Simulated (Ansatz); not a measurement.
Here is the system:

CdSe (rock salt, Fm-3m), a = 5.564 Å, b = 5.564 Å, c = 5.564 Å, α = 90.00°, β = 90.00°, γ = 90.00°; the cell used has 2 atoms.

This is the LDA-relaxed structure.

**Question.** All from LDA (plane waves, PAW; program Ansatz), unless another level is named. Predict the electronic character.

**Answer.** metallic (no gap).

**Question.** And the density of states at the Fermi level?

**Answer.** 0.20 states/eV per atom (mean over ±0.08 eV).

**Question.** What about the formation energy from the elements (no fitted shifts)?

**Answer.** -0.46 eV/atom.

This is a known high-pressure phase of the composition, computed here at zero pressure and temperature. The cell was relaxed with LDA under the symmetry of its start; whether a distortion lowers the energy is not shown. The references are the lowest solids computed at this level, not always the standard phases. Scalar-relativistic: spin–orbit coupling is off unless named, which matters more the heavier the elements.

Potentials: the later of the program's two PAW sets.
